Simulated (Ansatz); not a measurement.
Ansatz (an electronic-structure program) input:

Ansatz 0.2 input:
```yaml
crystal:
  lattice:
    - [0.0, 2.72581, 2.72581]
    - [2.72581, 0.0, 2.72581]
    - [2.72581, 2.72581, 0.0]
  atoms:
    - { symbol: Ga, position: [0.0, 0.0, 0.0] }
    - { symbol: P, position: [0.75, 0.75, 0.75] }
kpoints:
  mp_grid: { grid: [9, 9, 9] }
hamiltonian:
  xc: r2scan
  pseudopotentials: { azcp: { folder: ./paw }, kind: paw }
scf:
  occupations: { method: fixed }
elastic: { mode: relaxed_ion, stencil: two_point, amplitude: 0.005, f_tol: 0.0005 }
output: { polarization: {} }
```

Output (shortened):

```
Pseudopotentials: kind: paw
Pseudopotential: Ga, paw, valence charge 13
Pseudopotential: P, paw, valence charge 5
Functional definition: r2SCAN
Crystal: 2 atoms, lattice volume = 40.506 Å³
Basis set: ecut = 500 eV, 965 PW (Γ), exchange–correlation on 120×120×120 points (64 copies of the dense FFT grid, shifted against one another)
Bands: 13, of which v1, the nominal top of the filled ones, is band 9 counted from 1 (8 counted from 0)
Symmetry: 24 space group operations
Space group: F-43m (ITA 216), of the structure as read, at distance tolerance 3.4e-5 Å
k-points: 35 of 729 (time reversal used)
PAW frozen core: Ga, regenerated for the run's functional
PAW frozen core: P, regenerated for the run's functional
Initial density: superposition of atomic densities (chi_scale 0.1, normalization cell, long waves kept (reshape's long-wave potential 0.00 eV rms))
Initial wavefunctions: pseudopotential atomic-orbital guess
Eigensolver: davidson
Functional: x = r2scan, c = r2scan; τ floored in thin density (d = 2e-4 eV/Å³)
all-band conjugate gradients solve this SCF's bands
SCF 1 converged in 10 iterations: F = -4550.491118 eV  dr2 = 3.27e-14
Crystal: 2 atoms, lattice volume = 40.506 Å³
Initial density: handed on by an earlier stage of this run
Initial wavefunctions: those handed on with the density
SCF 2 converged in 2 iterations: F = -4550.491118 eV  dr2 = 4.96e-15
Crystal: 2 atoms, lattice volume = 40.303 Å³
Symmetry: 8 space group operations
k-points: 75 of 729 (time reversal used)
Initial wavefunctions: pseudopotential atomic-orbital guess (no wavefunctions were taken with the density)
SCF 3 converged in 9 iterations: F = -4550.490662 eV  dr2 = 1.18e-14
Crystal: 2 atoms, lattice volume = 40.708 Å³
Basis set: ecut = 500 eV, 1013 PW (Γ), exchange–correlation on 120×120×120 points (64 copies of the dense FFT grid, shifted against one another)
SCF 4 converged in 9 iterations: F = -4550.490685 eV  dr2 = 1.74e-14
Crystal: 2 atoms, lattice volume = 40.506 Å³
Basis set: ecut = 500 eV, 989 PW (Γ), exchange–correlation on 120×120×120 points (64 copies of the dense FFT grid, shifted against one another)
Symmetry: 4 space group operations
k-points: 125 of 729 (time reversal used)
SCF 5 converged in 10 iterations: F = -4550.490829 eV  dr2 = 4.18e-15
relax step   1: F+E_penalty+E_count = -4550.49082865 eV  Δ(F+E_penalty+E_count) = +0.000e0 eV  max|allowed force component| = 3.700e-2 eV/Å  Δτ_max = 0.0000 Å  (10 SCF iters, accepted)
density extrapolation: transplant  |δρ|_rms = 4.806e-2 e/Å³  SAD shift = 6.516e-3 e/Å³
Crystal: 2 atoms, lattice volume = 40.506 Å³
SCF 6 converged in 8 iterations: F = -4550.490885 eV  dr2 = 3.32e-14
relax step   2: F+E_penalty+E_count = -4550.49088526 eV  Δ(F+E_penalty+E_count) = -5.660e-5 eV  max|allowed force component| = 1.459e-2 eV/Å  Δτ_max = 0.0011 Å  (8 SCF iters, accepted)
density extrapolation: transplant  |δρ|_rms = 4.806e-2 e/Å³  SAD shift = 4.243e-3 e/Å³
Crystal: 2 atoms, lattice volume = 40.506 Å³
SCF 7 converged in 8 iterations: F = -4550.490896 eV  dr2 = 3.32e-14
relax step   3: F+E_penalty+E_count = -4550.49089568 eV  Δ(F+E_penalty+E_count) = -1.042e-5 eV  max|allowed force component| = 3.225e-7 eV/Å  Δτ_max = 0.0007 Å  (8 SCF iters, accepted)
Crystal: 2 atoms, lattice volume = 40.506 Å³
SCF 8 converged in 2 iterations: F = -4550.490896 eV  dr2 = 6.21e-15
Crystal: 2 atoms, lattice volume = 40.506 Å³
SCF 9 converged in 10 iterations: F = -4550.490829 eV  dr2 = 4.48e-15
relax step   1: F+E_penalty+E_count = -4550.49082865 eV  Δ(F+E_penalty+E_count) = +0.000e0 eV  max|allowed force component| = 3.700e-2 eV/Å  Δτ_max = 0.0000 Å  (10 SCF iters, accepted)
density extrapolation: transplant  |δρ|_rms = 4.806e-2 e/Å³  SAD shift = 6.516e-3 e/Å³
Crystal: 2 atoms, lattice volume = 40.506 Å³
SCF 10 converged in 8 iterations: F = -4550.490885 eV  dr2 = 3.40e-14
relax step   2: F+E_penalty+E_count = -4550.49088526 eV  Δ(F+E_penalty+E_count) = -5.660e-5 eV  max|allowed force component| = 1.459e-2 eV/Å  Δτ_max = 0.0011 Å  (8 SCF iters, accepted)
density extrapolation: transplant  |δρ|_rms = 4.806e-2 e/Å³  SAD shift = 4.243e-3 e/Å³
Crystal: 2 atoms, lattice volume = 40.506 Å³
SCF 11 converged in 8 iterations: F = -4550.490896 eV  dr2 = 3.31e-14
relax step   3: F+E_penalty+E_count = -4550.49089568 eV  Δ(F+E_penalty+E_count) = -1.042e-5 eV  max|allowed force component| = 3.226e-7 eV/Å  Δτ_max = 0.0007 Å  (8 SCF iters, accepted)
Crystal: 2 atoms, lattice volume = 40.506 Å³
SCF 12 converged in 2 iterations: F = -4550.490896 eV  dr2 = 6.18e-15
SCF converged after 2 iterations
Free energy (F): -4550.491118 eV
Harris-Foulkes:  -4550.491118 eV  (|F-HF|=0.00e0)
Internal energy: -4550.491118 eV  (E = F + TS)
E sigma→0 (E₀):  -4550.491118 eV
Fermi energy:    6.875461 eV
--- Per-component energies (eV) ---
  E_band       = -67.879552
  E_kinetic    = 180.066881
  E_local      = -1678.138635  (includes V_loc(G=0)·N_el)
  E_nonlocal   = -59.009030
  E_hartree    = 1018.547536
  E_xc         = -125.718770
  E_vxc        = -123.117587  (∫ρ·V_xc dr)
  E_paw        = -2573.119953  (= ΣΔE_a)
  E_vpaw       = -430.670698  (= ΣTr[D̂ρ^β])
  E_aug_tail   = 0.000030  (compensation charges beyond the density's cutoff)
  E_vtau       = 5.894417  (kinetic-family band-sum trace: ∫τ·v_τ [+ j·A + Jᵃ·Aᵃ] dr)
  E_ewald      = -1312.375269
  E_core_change = -0.743908  (= ΣΔE_core)
  E_smearing   =  0.000000  (= −TS)
  E_closure    = 0.000000  (closes the sum)
  Σ components = -4550.491118   (vs F -4550.491118, Δ=0.00e0)
--- Forces (eV/Å), atoms counted from 1 ---
  atom   1  Ga     0.00000000     0.00000000     0.00000000
  atom   2  P      0.00000000     0.00000000     0.00000000
  max |Σ_I F_I| component: 3.70e-16 eV/Å
--- Stress (GPa, compression-positive) ---
        0.006491       0.000000       0.000000
        0.000000       0.006491       0.000000
        0.000000       0.000000       0.006491
  P = ⅓ Tr σ = 0.0065 GPa (0.065 kbar)
  The stress holds the Pulay correction. Without it, at fixed plane waves, as pw.x and ABINIT print it: P = -0.0370 GPa
  The stress includes an estimate of the error left by incomplete SCF convergence (largest component  0.0000 GPa …
--- Band table (eV; the first three rows and the last of 35) ---
  k-point 0: bands = ["-8.0976", "-8.0976", "-8.0976", "-7.9858", "-7.9858", "-6.1437", "6.8755", "6.8755", "6.8755", "9.2367", "11.0499", "11.0499", "11.0499"]
  k-point 1: bands = ["-8.1109", "-8.0936", "-8.0936", "-7.9858", "-7.9858", "-5.9744", "5.5084", "6.6815", "6.6815", "9.7575", "11.3487", "11.3487", "11.5606"]
  k-point 2: bands = ["-8.1412", "-8.0841", "-8.0841", "-7.9850", "-7.9850", "-5.4902", "3.4187", "6.2835", "6.2835", "9.5206", "11.8642", "11.8642", "13.2856"]
  k-point 34: bands = ["-8.2097", "-8.0548", "-8.0345", "-8.0019", "-7.9760", "-3.0718", "0.2332", "3.0355", "3.6940", "11.5792", "12.0138", "12.9195", "14.6909"]
  band table: 13 of 13 bands, residual norms ≤ 1.0e-3 eV
--- Elastic constants: 2 strain directions × 2 members + reference (group order 24) ---
  dense FFT box of the reference and of every strained cell: 30×30×30
  strains applied: 11, 23; error gains: componentwise 1.00 (the most a stress slope's error grows in a printed constant), spectral 1.73 (1 for all six strains …
  C = ∂σ_k/∂η_j (tension-positive GPa; Voigt order 11 22 33 23 13 12):
       142.384     60.554     60.554      0.000      0.000      0.000
        60.554    142.384     60.554      0.000      0.000      0.000
        60.554     60.554    142.384      0.000      0.000      0.000
         0.000      0.000      0.000     73.110      0.000      0.000
         0.000      0.000      0.000      0.000     73.110      0.000
         0.000      0.000      0.000      0.000      0.000     73.110
  reference stress σ⁰ (GPa):     -0.006     -0.006     -0.006      0.000      0.000      0.000
  moduli (Voigt/Reuss/Hill, GPa): K = 87.83/87.83/87.83   G = 60.23/55.61/57.92   E = 142.45   ν = 0.230
  mechanically stable: yes (min eigenvalue of sym C = 73.11 GPa)
  e, the proper piezoelectric tensor (elastic.mode: relaxed_ion; C/m²; rows x y z; Voigt order 11 22 33 23 13 12):
       0.00000    0.00000    0.00000    0.14113    0.00000    0.00000
       0.00000    0.00000    0.00000    0.00000    0.14113    0.00000
       0.00000    0.00000    0.00000    0.00000    0.00000    0.14113
  ±, each entry's uncertainty from the finite density of the strings (C/m²), an estimate: the size of the correction for it that the entry includes:
       0.00000    0.00000    0.00000    0.00416    0.00000    0.00000
       0.00000    0.00000    0.00000    0.00000    0.00416    0.00000
       0.00000    0.00000    0.00000    0.00000    0.00000    0.00416
  strain η (Voigt 11):  stress-route row diagonal C_11 = 142.38 GPa, energy-path curvature d²(F+E_count+ΔE)/dδ²/Ω₀ = 142.40 GPa
         δ    σ_11 (GPa)             F (eV)   n_scf  n_hpsi   n_pw
    -5.000e-3      -0.7224       -4550.4906625       9   23956   1032   relax 0 steps, max|allowed force component| 7.29e-17 eV/Å
     5.000e-3       0.7014       -4550.4906846       9   23778   1043   relax 0 steps, max|allowed force component| 4.34e-17 eV/Å
  strain η (Voigt 23):  stress-route row diagonal C_44 = 73.11 GPa, energy-path curvature d²(F+E_count+ΔE)/dδ²/Ω₀ = 73.14 GPa
         δ    σ_23 (GPa)             F (eV)   n_scf  n_hpsi   n_pw
    -5.000e-3      -0.3656       -4550.4908957       2   15818   1039   relax 3 steps, max|allowed force component| 3.23e-7 eV/Å
     5.000e-3       0.3656       -4550.4908957       2   15811   1039   relax 3 steps, max|allowed force component| 3.23e-7 eV/Å
--- Formal polarisation (Berry phase): one branch of a lattice of values; only differences between neighbouring runs are physical ---
  axis  mesh            electronic          ionic      p = total  spread (rad)  least overlap  resolved gap  δp at fixed H ≤   (phases in cycles; p mod 1 …
  b1    9×9×9           0.00000000     3.75000000     3.75000000      0.251629         0.8350        2.3613           4.5e-6
  b2    9×9×9           0.00000000     3.75000000     3.75000000      0.251629         0.8350        2.3613           4.5e-6
  b3    9×9×9           0.00000000     3.75000000     3.75000000      0.251629         0.8350        2.3613           4.5e-6
  quantum along a1:   0.09516864 e/Å² =   152.476964 µC/cm²
  quantum along a2:   0.09516864 e/Å² =   152.476964 µC/cm²
  quantum along a3:   0.09516864 e/Å² =   152.476964 µC/cm²
  P = (  0.50470790,   0.50470790,   0.50470790) e/Å² = (  808.631212,   808.631212,   808.631212) µC/cm²  (mod the quanta)
```

Cost: about 90 core-seconds (a rough figure) on shared cores.

The r²SCAN relaxation kept the symmetry of its start; phonons on a q-mesh show no instability. Spin–orbit coupling is left out wherever it is not named.

Potentials: the earlier of the program's two PAW sets.

Ansatz is a plane-wave DFT program.
